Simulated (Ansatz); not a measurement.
**Clamped-ion strain scan in TaN**

Computed with DFT PBEsol, scalar-relativistic, plane waves, PAW in Ansatz 0.2.0. Cutoff 420 eV, Γ-centred 18×18×18 k-points, Gaussian smearing of 0.15 eV. Spin–orbit coupling is left out, which can shift energies with elements as heavy as these. No spin polarisation. Energies are free energies at this smearing, counted from the undisturbed cell; pressure is positive in compression.

The starting cell (as given, not relaxed at this level; it stands at 4.4 GPa; this rock-salt form isn't the usual structure):

```
Ta N
1.0
     0.00000    2.17900    2.17900
     2.17900    0.00000    2.17900
     2.17900    2.17900    0.00000
Ta N
1 1
Direct
  0.50000 0.50000 0.50000
  0.00000 0.00000 0.00000
```

The cell is strained by ε times the Voigt pattern (1, 0, 0, 0, 0, 0) (xx, yy, zz, yz, xz, xy; engineering shear) with fractional coordinates fixed. The cell is metallic on the mesh throughout.

| ε | ΔE (meV/atom) | stress summed along the pattern (GPa, tension positive) | pressure (GPa) |
| --- | --- | --- | --- |
| -0.0400 | 61.9 | -46.97 | 22.9 |
| -0.0300 | 35.7 | ? | ? |
| -0.0200 | ? | ? | 12.8 |
| -0.0100 | 5.6 | -13.19 | 8.4 |
| 0.0000 | 0.0 | -4.45 | 4.4 |
| 0.0100 | -0.3 | 3.34 | 0.9 |
| 0.0200 | 4.1 | 10.15 | -2.4 |
| 0.0300 | ? | 15.78 | ? |
| 0.0350 | 18.0 | 18.10 | -6.6 |
| 0.0400 | 24.2 | 20.15 | -7.8 |

Problem. Give the withheld values.

Solution. stress summed along the pattern (GPa, tension positive) at ε = -0.0300: -34.32; pressure (GPa) at ε = -0.0300: 17.6; ΔE (meV/atom) at ε = -0.0200: 17.3; stress summed along the pattern (GPa, tension positive) at ε = -0.0200: -23.06; ΔE (meV/atom) at ε = 0.0300: 12.5; pressure (GPa) at ε = 0.0300: -5.2.